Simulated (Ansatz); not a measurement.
According to plane-wave PAW r²SCAN (Ansatz code), SiGe in the trigonal phase (R-3m; Si on 6c, Ge on 6c) relaxes to a = 3.924 Å, c = 19.197 Å. Si has 4 nearest neighbours from 2.35 Å (tetrahedral); Ge has 4 nearest neighbours from 2.40 Å (tetrahedral). Against the elements it lies at 0.008 eV/atom, with no fitted shifts.

The Kohn–Sham gap is 0.65 eV (indirect). The valence maximum lies at Γ and the conduction minimum at F (3 equivalent valleys). HSE06 on the same cell gives 1.01 eV. Gap from r²SCAN with spin–orbit coupling: 0.59 eV. The electron mass is 0.11, 0.22, 1.3 mₑ (principal values).

An equation-of-state fit gives a bulk modulus of 843 kbar. The relaxed-ion elastic constants in GPa are C11 = 178, C12 = 43.5, C13 = 33.4, C14 = -13.1, C33 = 185, C44 = 57.0. The elastic constants imply a Debye temperature near 476 K. Bader charges are Si +0.28, Ge -0.28 e.

The start of the workflow was typed in or built on a structure type; neither database checked (COD, Materials Project) lists it. Its standing as an ambient phase is unchecked. Symmetry was held in the r²SCAN relaxation; its stability against distortions is not shown here. The references are the lowest solids computed at this level, not always the standard phases. Spin–orbit coupling is left out wherever it is not named.

Potentials: the earlier of the program's two PAW sets.
